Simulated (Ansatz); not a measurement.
The relaxed structure here is a generated cell of CoGe2: the first start was made by placing the elements on the sites of a structure type, and the end was not matched to a known phase here, so it may be hypothetical.

The start is a generated trial cell of CoGe2 in the AFLOW prototype A2B_oP12_62_2c_c (C23, as in PbCl2). The cell and all atomic positions are relaxed at zero pressure with r2SCAN (plane waves to 500 eV, PAW, scalar-relativistic; Ansatz, a first-principles code). The first steps use a coarse 3×5×3 k-mesh.

The start:
```
CoGe2
1.0
    6.13432     0.00000     0.00000
    0.00000     3.64997     0.00000
    0.00000     0.00000     7.28126
Co Ge
4 8
Direct
  0.73770   0.25000   0.59590
  0.23770   0.25000   0.90410
  0.26230   0.75000   0.40410
  0.76230   0.75000   0.09590
  0.62500   0.25000   0.92170
  0.12500   0.25000   0.57830
  0.37500   0.75000   0.07830
  0.87500   0.75000   0.42170
  0.52020   0.25000   0.33700
  0.02020   0.25000   0.16300
  0.47980   0.75000   0.66300
  0.97980   0.75000   0.83700
```
Spin-polarised start, with parallel moments on Co.

Problem. What is the largest force in the starting geometry, and on which atom (counted from 1)?

Solution. About 1.4 eV/Å, on Co1, Co2, Co3, Co4 (atoms numbered as listed).

Problem. How do the shortest distances between atoms change?

Solution. The closest pairs of elements (up to four, under 3.6 Å), start → end: Co–Ge 2.31 → 2.38 Å; Ge–Ge 2.64 → 2.61 Å; Co–Co 3.65 → 3.48 Å.

Problem. What magnetic moments remain?

Solution. Net 0.16 μB/atom, ferromagnetic.

Problem. What does it relax into? Give the structure.

Solution. 
```cif
data_Co4Ge8
_chemical_formula_sum 'Co4 Ge8'
_space_group_name_H-M_alt 'Pnma'
_space_group_IT_number 62
_space_group_name_Hall '-P 2ac 2n'
_cell_length_a 6.36535
_cell_length_b 3.48180
_cell_length_c 7.58220
_cell_angle_alpha 90.000
_cell_angle_beta 90.000
_cell_angle_gamma 90.000
loop_
_atom_site_label
_atom_site_type_symbol
_atom_site_symmetry_multiplicity
_atom_site_Wyckoff_symbol
_atom_site_fract_x
_atom_site_fract_y
_atom_site_fract_z
_atom_site_occupancy
Co1 Co 4 c 0.23741 0.75000 0.35037 1
Ge1 Ge 4 c 0.13809 0.25000 0.55444 1
Ge2 Ge 4 c 0.05138 0.25000 0.14949 1
```

The space group stays Pnma (No. 62) (the run could not lower it); the end is AFLOW prototype A2B_oP12_62_2c_c (C23, as in PbCl2), with 12 atoms in the primitive magnetic cell. Final values are on a 6×11×5 k-mesh of the relaxed cell. Spin state reached: ferromagnetic (net 0.16 μB/atom), from parallel starting moments; other spin orders were not run from this start. r2SCAN tends to overstate moments in metals.

The run could not lose the symmetry of its start, so the end can be a saddle point.
